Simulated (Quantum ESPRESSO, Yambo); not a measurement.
Levels of theory for the gap of TiO$_{2}$

TiO2 (space group I4/m, No. 87): one geometry, one set of norm-conserving PBEsol (Quantum ESPRESSO, 84 Ry, scalar-relativistic) orbitals, self-energies from Yambo (4×4×4 Γ-centred k mesh, bands 5 to 177 and a 6 Ry block in the screening, 177 bands in G with the Bruneval-Gonze terminator, plasmon pole fitted at 27.2 eV).

The geometry is that of Materials Project entry mp-1101022, symmetrised and not relaxed again.

```json
[
 {"level": "PBEsol (Quantum ESPRESSO)", "gap M → Γ (eV)": "1.59", "direct gap at Γ (eV)": "2.29", "rough Yambo cost": "–"},
 {"level": "exchange only (Hartree-Fock self-energy on PBEsol orbitals)", "gap M → Γ (eV)": "13.61", "direct gap at Γ (eV)": "14.56", "rough Yambo cost": "about 1/20 (10 states)"},
 {"level": "static COHSEX@PBEsol", "gap M → Γ (eV)": "3.48", "direct gap at Γ (eV)": "4.37", "rough Yambo cost": "within a factor of two (3 states)"},
 {"level": "G0W0@PBEsol, plasmon pole", "gap M → Γ (eV)": "3.19", "direct gap at Γ (eV)": "3.99", "rough Yambo cost": "1 (10 states)"}
]
```

Bare exchange has no screening and gives the widest gap; static COHSEX screens it but leaves out the frequency dependence, which G0W0 restores.

Costs are rough ratios of core time on shared machines.

Nearest settings tried, and what they do to the gap: 86 bands in W, 86 bands in G: +119 meV. Not varied: block, mesh. So the settings aren't converged at that level.

This is not the ordinary phase of the substance; no match was found in the copy of COD used, and its stability was not checked.
